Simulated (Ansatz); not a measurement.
Input and command of a plane-wave DFT calculation in Ansatz:

```yaml
crystal:
  lattice:
    - [-2.813375441, 2.813375441, 7.9727795421]
    - [2.813375441, -2.813375441, 7.9727795421]
    - [2.813375441, 2.813375441, -7.9727795421]
  atoms:
    - { symbol: Cs, position: [0.6469230551, 0.6469230551, 0.0] }
    - { symbol: Cs, position: [0.3530769449, 0.3530769449, 0.0] }
    - { symbol: Na, position: [0.0, 0.0, 0.0] }
basis:
  ecutwfc: 420
kpoints:
  mp_grid: { grid: [12, 12, 12] }
hamiltonian:
  xc: pbe
scf:
  occupations: { method: gaussian, width: 0.1 }
output:
  forces: true
  stress: true
  eigenvalues: true
  write_density: true
  write_potential: true
  elf: true
  volumetric_format: npy
relax:
  adjacent_minimum: "off"
  f_tol: 0.01
  max_steps: 80
  cell: { stress_tol: 0.05 }
```

```bash
ansatz run input.yaml --threads 1 --pin off --max-ram 2560MiB --backend cpu --events-out ev --progress --plain --runs-dir out
```

Processor: Arm Neoverse V1, 1 thread, on a host shared with other jobs.

**Question.** How long does it run, and how much memory does it take?

**Answer.** About 6.9 min on 1 thread of Arm Neoverse V1 (shared host), peak memory 1.1 GiB. It solves 18 bands at 163 k points (the mesh reduced by the symmetry that the task leaves, which can be less than the crystal's) with about 4909 plane waves (on the last cell), in 48 SCF iterations over 7 ionic steps.
